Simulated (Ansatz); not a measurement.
# Pb (fcc)

Level of theory: DFT, PBEsol, scalar-relativistic, no spin polarisation; plane waves to 420 eV with PAW datasets (Ansatz 0.2.0), 14×14×14 k-mesh, Gaussian smearing of 0.05 eV; PAW files: Ansatz's generated set soft_2.

```
CELL_PARAMETERS angstrom
0.00000 2.46698 2.46698
2.46698 0.00000 2.46698
2.46698 2.46698 0.00000
ATOMIC_POSITIONS crystal
Pb 0.00000 0.00000 0.00000
```

Task: Which orbitals carry the states at the Fermi level, and how many states are there?

Result: Within 0.1 eV of it: Pb 6p 88 %, Pb 6s 12 % (shares among the projected shells). The density of states at the Fermi level is about 0.5 states/eV per cell, averaged over 0.3 eV.

Density of states (tetrahedra, averaged over 0.5 eV; states/eV per cell of 1 atom; energy in eV from the Fermi level; projections on Löwdin-orthogonalised atomic orbitals, summed over sites):

```tsv
E	total	Pb 6p	Pb 6s
-4.10	0.08	0.08	0.00
-3.60	0.22	0.21	0.01
-3.10	0.40	0.37	0.02
-2.60	0.72	0.65	0.05
-2.10	0.81	0.70	0.09
-1.60	0.42	0.33	0.08
-1.10	0.47	0.39	0.07
-0.60	0.50	0.42	0.07
-0.10	0.50	0.43	0.06
0.40	0.52	0.45	0.05
0.90	0.58	0.51	0.05
1.40	0.63	0.56	0.04
1.90	0.74	0.67	0.04
2.40	0.77	0.69	0.03
2.90	0.73	0.65	0.03
3.40	0.68	0.61	0.02
3.90	0.64	0.57	0.02
4.40	0.60	0.53	0.01
4.90	0.56	0.50	0.01
```

These numbers lack spin–orbit coupling.
